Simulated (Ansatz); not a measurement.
Na2Zn2S3: ³³S NMR of the central transition

Cell: a Materials Project structure (computed, not necessarily an observed phase).

```cif
data_Na2Zn2S3
_symmetry_space_group_name_H-M 'P2_1/c'
_symmetry_Int_Tables_number 14
_cell_length_a 7.0190
_cell_length_b 7.0696
_cell_length_c 7.0421
_cell_angle_alpha 90.000
_cell_angle_beta 118.072
_cell_angle_gamma 90.000
loop_
_atom_site_label
_atom_site_type_symbol
_atom_site_symmetry_multiplicity
_atom_site_Wyckoff_symbol
_atom_site_fract_x
_atom_site_fract_y
_atom_site_fract_z
Na Na 4 e 0.8551 0.8370 0.5987
Zn Zn 4 e 0.6588 0.1177 0.9310
S9 S 4 e 0.6353 0.4061 0.7587
S13 S 2 a 0.0000 0.0000 0.0000
```

One atom of each set is listed.

Computed with Ansatz: DFT, PBE, plane waves and PAW, scalar-relativistic, 420 eV cutoff, Γ-centred 5×4×5 k-points, Fermi–Dirac smearing 0.02 eV.

³³S has I = 3/2 and Q = -69.40 mb (Pyykkö 2018); at 16.4 T its Larmor frequency is ν₀ = 53.7 MHz. Only the quadrupole interaction is simulated: positions count from each site's isotropic chemical shift, and shift anisotropy, dipolar and J coupling are left out.

Question: Give C_Q, η, the quadrupolar product P_Q = |C_Q|(1 + η²/3)^½, the second-order isotropic shift and the breadth of the pattern (static powder) for each S site.

Answer: 

```json
{"site": "S9", "first shell": "3 Zn at 2.34–2.40 Å; also 2 Na at 2.82–3.26 Å", "C_Q (MHz)": "9.76", "η": "0.66", "P_Q (MHz)": "10.4", "δ_QIS (ppm)": "-948", "breadth (kHz)": "370"}
{"site": "S13", "first shell": "2 Zn at 2.36 Å, 4 Na at 2.76–2.80 Å", "C_Q (MHz)": "-16.3", "η": "0.23", "P_Q (MHz)": "16.5", "δ_QIS (ppm)": "-2360", "breadth (kHz)": "781"}
```

δ_QIS = −(ν_Q²/30ν₀²)[I(I+1) − 3/4](1 + η²/3) × 10⁶ ppm with ν_Q = 3|C_Q|/[2I(2I−1)]; it falls as 1/B₀² in ppm, and the breadth as 1/B₀ in kHz.

At S9 V_zz stands upright on the plane through its three neighbours (within 6°).

With ν_Q/ν₀ up to 0.15, terms beyond second order are no longer negligible.

The run took 73 s of wall time (73 s of CPU time) and 0.91 GiB at its peak, on 1 thread of Arm Neoverse V2 (aarch64; 8 cores open to the job, memory cap 2.5 GiB, no GPU), a shared host with a load of 0.8 a core.
